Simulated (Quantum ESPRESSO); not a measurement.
## Kohn-Sham bands of Na (bcc (W type))

```
Na
1.0
   -2.10403     2.10403     2.10403
    2.10403    -2.10403     2.10403
    2.10403     2.10403    -2.10403
Na
1
Direct
  0.00000   0.00000   0.00000
```

Materials Project entry mp-127; symmetrised, unrelaxed at this level. This is the element's usual structure. Method: PBEsol plane waves in Quantum ESPRESSO 7.5 (PseudoDojo norm-conserving files, 71 Ry, no spin polarisation, no spin-orbit coupling), Bloch states on a 10×10×10 mesh through Γ, Wannier90 4.0.1. Density: 14×14×14 mesh, cold smearing 0.01 Ry.

Energies are relative to the Fermi level; weights are on the orthonormalised atomic waves of the pseudopotential files, averaged over the group. 9 electrons a cell are treated as valence.

```csv
bands,from (eV),to (eV),filling,weight on atomic waves
1,-52.76,-52.75,filled,…
2–4,-24.86,-24.82,filled,…
```

Question: Which atomic shells make up each group?

Answer: 
- 1, weight on atomic waves: Na 2s 100 %
- 2–4, weight on atomic waves: Na 2p 100 %

No gap over 0.05 eV opens at the Fermi level at this level of theory.
